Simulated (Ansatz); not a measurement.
Hf₅Ge₄:
```
CELL_PARAMETERS angstrom
      7.02541     0.00000     0.00000
      0.00000    13.41271     0.00000
      0.00000     0.00000     7.10519
ATOMIC_POSITIONS crystal
  Hf 0.01646 0.90456 0.32318
  Hf 0.98354 0.09544 0.67682
  Hf 0.48354 0.09544 0.82318
  Hf 0.51646 0.90456 0.17682
  Hf 0.51646 0.59544 0.17682
  Hf 0.48354 0.40456 0.82318
  Hf 0.98354 0.40456 0.67682
  Hf 0.01646 0.59544 0.32318
  Hf 0.85670 0.87645 0.83406
  Hf 0.14330 0.12355 0.16594
  Hf 0.64330 0.12355 0.33406
  Hf 0.35670 0.87645 0.66594
  Hf 0.35670 0.62355 0.66594
  Hf 0.64330 0.37645 0.33406
  Hf 0.14330 0.37645 0.16594
  Hf 0.85670 0.62355 0.83406
  Hf 0.18351 0.75000 0.00281
  Hf 0.81649 0.25000 0.99719
  Hf 0.31649 0.25000 0.50281
  Hf 0.68351 0.75000 0.49719
  Ge 0.69971 0.95918 0.53490
  Ge 0.30029 0.04082 0.46510
  Ge 0.80029 0.04082 0.03490
  Ge 0.19971 0.95918 0.96510
  Ge 0.19971 0.54082 0.96510
  Ge 0.80029 0.45918 0.03490
  Ge 0.30029 0.45918 0.46510
  Ge 0.69971 0.54082 0.53490
  Ge 0.32257 0.75000 0.35411
  Ge 0.67743 0.25000 0.64589
  Ge 0.17743 0.25000 0.85411
  Ge 0.82257 0.75000 0.14589
  Ge 0.05561 0.75000 0.61268
  Ge 0.94439 0.25000 0.38732
  Ge 0.44439 0.25000 0.11268
  Ge 0.55561 0.75000 0.88732
```

Relaxed with r²SCAN. Special points in fractions of this cell's reciprocal vectors: Γ (0.000, 0.000, 0.000); X (0.500, 0.000, 0.000); S (0.500, 0.500, 0.000); Y (0.000, 0.500, 0.000); Z (0.000, 0.000, 0.500); U (0.500, 0.000, 0.500); R (0.500, 0.500, 0.500); T (0.000, 0.500, 0.500).

List the band energies nearest the Fermi level at these points for plane-wave PAW r²SCAN (Ansatz code).

In eV from the Fermi level; about four levels below and three above (degenerate sets whole), none deeper than 8.9 eV; points with the same levels are listed once.

```json
[
 {"k": "Γ", "below": "-0.37 -0.29 -0.17 -0.09", "above": "0.16 0.16 0.29"},
 {"k": "X", "below": "-0.07 -0.07 -0.01 -0.01", "above": "0.06 0.06 0.84 0.84"},
 {"k": "S", "below": "-0.44 -0.44 -0.44 -0.44", "above": "0.10 0.10 0.10 0.10"},
 {"k": "Y", "below": "-0.33 -0.33 -0.02 -0.02", "above": "0.12 0.12 0.38 0.38"},
 {"k": "Z", "below": "-0.15 -0.15 -0.12 -0.12", "above": "0.19 0.19 0.36 0.36"},
 {"k": "U", "below": "-0.43 -0.43 -0.10 -0.10", "above": "0.19 0.19 0.98 0.98"},
 {"k": "R", "below": "-0.72 -0.72 -0.72 -0.72", "above": "0.18 0.18 0.18 0.18"},
 {"k": "T", "below": "-0.44 -0.44 -0.31 -0.31", "above": "0.02 0.02 0.07 0.07"}
]
```

Space group Pnma. The workflow started from a Materials Project entry (that database holds measured and hypothetical structures alike); the Crystallography Open Database copy checked does not list it. Its standing as an ambient phase is unchecked. Symmetry was held in the r²SCAN relaxation; whether a distortion lowers the energy is not shown. No spin polarisation was allowed. Scalar-relativistic: spin–orbit coupling is off unless named, which matters more the heavier the elements.

Potentials: the later of the program's two PAW sets.
